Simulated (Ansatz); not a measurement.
**Quasiparticle levels of NaCl (Fm-3m)**

Computed with G0W0@PBE, plasmon-pole screening, soft PAW set, first generation (Ansatz).

Input:

```json
{
 "crystal": {"lattice": [[0.0, 2.82, 2.82], [2.82, 0.0, 2.82], [2.82, 2.82, 0.0]], "atoms": [{"symbol": "Na", "position": [0, 0, 0]}, {"symbol": "Cl", "position": [0.5, 0.5, 0.5]}]},
 "kpoints": {"mp_grid": {"grid": [4, 4, 4], "shift": [0, 0, 0]}},
 "hamiltonian": {"xc": "pbe", "pseudopotentials": {"kind": "paw"}},
 "scf": {"occupations": {"method": "fixed"}, "convergence": {"dr2_threshold": "1e-9 eV"}, "lower_state_search": "off"},
 "output": {"forces": false, "stress": false},
 "gw": {"n_empty_bands": 218, "ecut_chi": 113.3, "qp_bands": ["v1", "c1"], "qp_kpoints": [[0, 0, 0], [0, 0.5, 0.5], [0, 0, 0.5]], "ecutfock_ratio": 2}
}
```

The input is rewritten from the run's settings (development build, wave cutoff 420 eV).

Linearised quasiparticle energies, zero at the top filled Kohn-Sham level among these points. VB is the top filled band, CB the lowest empty one. The wave cutoff came out at 420 eV.

```json
{"k": "Γ", "band": "VB", "ε_KS (eV)": "0.00", "Σx − Vxc (eV)": "-4.26", "Σc (eV)": "1.95", "Z": "0.81", "ε_QP (eV)": "-1.88"}
{"k": "Γ", "band": "CB", "ε_KS (eV)": "5.11", "Σx − Vxc (eV)": "4.01", "Σc (eV)": "-3.03", "Z": "0.87", "ε_QP (eV)": "5.96"}
{"k": "L", "band": "VB", "ε_KS (eV)": "-0.26", "Σx − Vxc (eV)": "-4.37", "Σc (eV)": "1.98", "Z": "0.81", "ε_QP (eV)": "-2.21"}
{"k": "L", "band": "CB", "ε_KS (eV)": "7.26", "Σx − Vxc (eV)": "4.06", "Σc (eV)": "-3.04", "Z": "0.86", "ε_QP (eV)": "8.14"}
{"k": "X", "band": "VB", "ε_KS (eV)": "-0.60", "Σx − Vxc (eV)": "-4.50", "Σc (eV)": "2.02", "Z": "0.81", "ε_QP (eV)": "-2.61"}
{"k": "X", "band": "CB", "ε_KS (eV)": "7.51", "Σx − Vxc (eV)": "4.47", "Σc (eV)": "-3.10", "Z": "0.87", "ε_QP (eV)": "8.70"}
```

The gap (direct at Γ) opens from 5.11 eV to 7.84 eV.

Electronic (ion-clamped) dielectric constant on this mesh, from the head of the inverse dielectric matrix: 2.4.

Soft PAW datasets can miss an all-electron G0W0 gap by more than 5 %. The mesh is coarse, so these are values at the stated settings, not converged ones. Band sums or response are cut, so the gap isn't at its basis limit.
